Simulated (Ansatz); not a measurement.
MoNaS2 in space group P6_3/mmc (No. 194; S on 4f, Mo on 2d, Na on 2a) under volume change, r²SCAN+D4 in the plane-wave PAW code Ansatz, shape and atoms relaxed at each volume.

```json
[
 {"V (Å³/atom)": "15.657", "E − E(relaxed) (meV/atom)": "37.9", "P (GPa)": "8.52"},
 {"V (Å³/atom)": "16.173", "E − E(relaxed) (meV/atom)": "16.1", "P (GPa)": "5.13"},
 {"V (Å³/atom)": "16.690", "E − E(relaxed) (meV/atom)": "3.9", "P (GPa)": "2.50"},
 {"V (Å³/atom)": "17.206", "E − E(relaxed) (meV/atom)": "0.0", "P (GPa)": "-0.01"},
 {"V (Å³/atom)": "17.722", "E − E(relaxed) (meV/atom)": "(withheld)", "P (GPa)": "(withheld)"},
 {"V (Å³/atom)": "18.238", "E − E(relaxed) (meV/atom)": "11.5", "P (GPa)": "-3.71"},
 {"V (Å³/atom)": "18.754", "E − E(relaxed) (meV/atom)": "(withheld)", "P (GPa)": "(withheld)"}
]
```

Q: Complete the blanks.

A: 
- 18.754, E − E(relaxed) (meV/atom): 25.6
- 18.754, P (GPa): -5.04
- 17.722, E − E(relaxed) (meV/atom): 2.1
- 17.722, P (GPa): -1.93

Q: What does a third-order Birch–Murnaghan fit give for V₀, B₀ and B′?

A: V₀ = 17.22 Å³/atom, B₀ = 72.1 GPa, B′ = 4.6.

The cell is a constructed one: a structure type filled with these elements; neither database checked (COD, Materials Project) lists it. Its standing as an ambient phase is unchecked. The r²SCAN+D4 relaxation kept the symmetry of its start; its stability against distortions is not shown here. The run is not spin-polarised.

Potentials: the later of the program's two PAW sets.
